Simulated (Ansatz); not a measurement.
Values for one crystal, relaxed and computed with DFT-r²SCAN in the program Ansatz with PAW potentials; other levels are named.

| Item | Value |
|---|---|
| Volume per atom | 14.74 Å³ |
| Electronic character | metallic (no gap) |
| Formation energy from the elements (no fitted shifts) | -0.80 eV/atom |
| Density of states at the Fermi level | 0.21 states/eV per atom (mean over ±0.08 eV) |

**Question.** Which compound is it?
(A) TiSi, Pnma (Ti on 4c, Si on 4c)
(B) TiTeSe, P3m1 (Ti on 1a, Te on 1c, Se on 1b)
(C) TiB2, P6/mmm (Ti on 1a, B on 2d)
(D) Ti2S3, C2/m (Pearson symbol mS20)

**Answer.** A, TiSi, Pnma (Ti on 4c, Si on 4c)

The workflow started from a Materials Project entry (that database holds measured and hypothetical structures alike); the Crystallography Open Database copy checked does not list it. COD files the formula under space group No. 25. Its standing as an ambient phase is unchecked. The r²SCAN relaxation kept the symmetry of its start; whether a distortion lowers the energy is not shown. The run is not spin-polarised. The references are the lowest solids computed at this level, not always the standard phases.

Potentials: the later of the program's two PAW sets.
